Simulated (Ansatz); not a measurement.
# Al6Co5Ni (P4/mmm) at 2 levels of theory

One geometry, relaxed with PBE; plane waves with PAW potentials in Ansatz, scalar-relativistic. Collinear spin, ending at 0.8 μB a primitive cell. Gaps are the least over mesh and band path; pressure is positive in compression.

```
Al Co Ni
1.0
     2.85566    0.00000    0.00000
     0.00000    2.85566    0.00000
     0.00000    0.00000   17.21794
Al Co Ni
6 5 1
Direct
  0.00000 0.00000 0.91460
  0.00000 0.00000 0.08540
  0.00000 0.00000 0.25080
  0.00000 0.00000 0.41707
  0.00000 0.00000 0.58293
  0.00000 0.00000 0.74920
  0.50000 0.50000 0.16776
  0.50000 0.50000 0.33438
  0.50000 0.50000 0.50000
  0.50000 0.50000 0.66562
  0.50000 0.50000 0.83224
  0.50000 0.50000 0.00000
```

```json
{"level": "PBE", "cutoff (eV)": "420", "k mesh": "14×14×4", "gap (eV)": "0", "pressure (GPa)": "0.0", "largest moment (μB)": "0.36"}
```

**Question.** What comes out on the same cell with r2SCAN?

**Answer.**
| level | cutoff (eV) | k mesh | gap (eV) | pressure (GPa) | largest moment (μB) |
| --- | --- | --- | --- | --- | --- |
| r2SCAN | 500 | 14×14×4 | 0 | -4.3 | 0.72 |

The state reached may not be the lowest one.

The structure comes from a generated guess; another structure or a mixture of phases may lie lower.
